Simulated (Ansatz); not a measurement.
Consider the following.

CdS (wurtzite)

```yaml
crystal:
  lattice:
    - [4.19618, 0.00000, 0.00000]
    - [-2.09809, 3.63400, 0.00000]
    - [0.00000, 0.00000, 6.82953]
  atoms:
    - { symbol: Cd, position: [0.33333, 0.66667, 0.99917] }
    - { symbol: Cd, position: [0.66667, 0.33333, 0.49917] }
    - { symbol: S, position: [0.33333, 0.66667, 0.37563] }
    - { symbol: S, position: [0.66667, 0.33333, 0.87563] }
```

In each cell atom 2 (Cd, nearest neighbour S at 2.565 Å; its periodic images, 4.2 Å or more away, move with it) moves by s·(0.000, 0.000, 1.000) (along Cartesian z), the rest being held.

Calculation: PBE (plane waves to 420 eV, PAW, scalar-relativistic; Ansatz, a quantum-chemistry and plane-wave program). k mesh 7×7×4 (Γ-centred), Fermi-Dirac smearing 0.05 eV. The energy includes the smearing's −TS. Left out: 1 of 11 points, with atoms too close for the PAW data. CdS was relaxed with its symmetry unable to fall. The zero of ΔE is the undisplaced structure.

The scan covers s from -0.770 to 0.616 Å in 10 points.

Q: Is this a single well or a double well?

A: A single well with its minimum at or next to zero displacement.

Q: Is the energy the same for displacements of ±0.616 Å, and if not, which side lies higher?

A: Not even: the positive side lies higher at ±0.616 Å. With its periodic images moving along, the atom's site symmetry in this cell is 3m..

Q: What is the energy change at s = 0.616 Å?

A: 2548 meV/cell.

Q: What force acts on the atom along the line at s = -0.770 Å?

A: 0.641 eV/Å.

Q: What is the force constant k = d²E/ds² of this move at s = 0?

A: 5.76 eV/Å².

(A displaced cell: forces are minus the slopes of the energy, force constants its curvatures, and phonons follow from these.)
